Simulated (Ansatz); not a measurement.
## NaTaS$_{3}$: modes against the lattice constant

These are results of Ansatz 0.2.0, DFT PBE, scalar-relativistic, plane waves, PAW, not measurements. Plane waves to 420 eV; Γ-centred k mesh 8×8×8; Fermi-Dirac smearing of 0.15 eV. No spin polarisation. Phonons by linear response, acoustic sum rule imposed.

The cell is fixed (symmetry leaves no force on the atoms) and stands under 16.3 GPa:
```
Na Ta S
1.0
     4.60740    0.00000    0.00000
     0.00000    4.60740    0.00000
     0.00000    0.00000    4.60740
Na Ta S
1 1 3
Direct
  0.00000 0.00000 0.00000
  0.50000 0.50000 0.50000
  0.50000 0.50000 0.00000
  0.50000 0.00000 0.50000
  0.00000 0.50000 0.50000
```

The cell is the ideal cubic perovskite prototype; whether it is the stable structure of this composition wasn't checked. In a metal, frequencies and elastic constants depend on the k mesh and the smearing, soft modes and shear constants most. Spin–orbit coupling is left out, which matters for heavy elements. A semilocal functional can close a gap that the real compound has.

**Question.** How do the optical zone-centre modes (counted from the lowest optical one, degenerate ones once; i marks imaginary ones) of this metal change over a = 4.607 and 4.780 Å?

**Answer.**
```csv
a (Å),4.607,4.780
pressure (GPa),16.3,3.0
mode 1 (cm⁻¹),37,22i
mode 4 (cm⁻¹),46,71
mode 7 (cm⁻¹),87,88
mode 10 (cm⁻¹),485,368
```

Cost: 2 runs of about 2.3 core-minutes in all, on Intel Xeon 6975P-C (Granite Rapids) (shared hosts).